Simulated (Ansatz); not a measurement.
MgTe in space group P4_2/mmc (No. 131; Mg on 2c, Te on 2e) at seven volumes, PBE (plane waves, PAW; program Ansatz), shape and atoms relaxed at each. One row is withheld.

| V (Å³/atom) | P (GPa) |
|---|---|
| 32.338 | 3.23 |
| 33.404 | ? |
| 34.470 | 0.92 |
| 35.537 | 0.00 |
| 36.603 | -0.79 |
| 37.669 | -1.48 |
| 38.735 | -2.06 |

Fit the shown pressures and predict the withheld one.

P = (3/2)B₀(x^(7/2) − x^(5/2))[1 + (3/4)(B′ − 4)(x − 1)] with x = (V₀/V)^(2/3). Least squares on the six rows gives V₀ = 35.537 Å³/atom, B₀ = 28.4 GPa, B′ = 3.97. At V = 33.404, x = 1.0421 and P = 1.99 GPa. The run itself gave 1.99 GPa.

The cell is a constructed one: a structure type filled with these elements; neither database checked (COD, Materials Project) lists it. COD files the formula under space group No. 186, so this cell is another polymorph or a model. Its standing as an ambient phase is unchecked. Symmetry was held in the PBE relaxation; whether a distortion lowers the energy is not shown. Spin–orbit coupling is left out wherever it is not named.

Potentials: the later of the program's two PAW sets.
